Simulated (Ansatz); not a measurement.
La2ZrS5 in space group Pnma (No. 62; Pearson symbol oP32), r²SCAN in the plane-wave PAW code Ansatz, all energies at zero smearing, with the estimated change up to a 700 eV cutoff added, with one set of potentials and settings (totals compare only within such a set). Cell of 32 atoms (8 La, 4 Zr, 20 S): -85087.432 eV.

```csv
element,reference phase,E (eV/atom)
La,"P6_3/mmc, 4 atoms in the cell",-6264.6784
Zr,"P6_3/mmc, 2 atoms in the cell",-4195.0260
S,"P2/c, 32 atoms in the cell",-905.8156
```

Formation energy per atom, worked out: (-85087.432 − 8×(-6264.6784) − 4×(-4195.0260) − 20×(-905.8156))/32 = -2.300 eV/atom (-222 kJ per mol of atoms), at 0 K, without zero-point energy or fitted corrections.

The first step of the workflow began from a Materials Project structure, measured or hypothetical; the Crystallography Open Database files this formula in space group No. 62, but the cells were not matched. Whether it is the stable phase at ambient conditions was not checked. The cell was relaxed with r²SCAN under the symmetry of its start; whether a distortion lowers the energy is not shown. The run is not spin-polarised. The references are the lowest solids computed at this level, not always the standard phases. Spin–orbit coupling is left out wherever it is not named.

Potentials: the later of the program's two PAW sets.
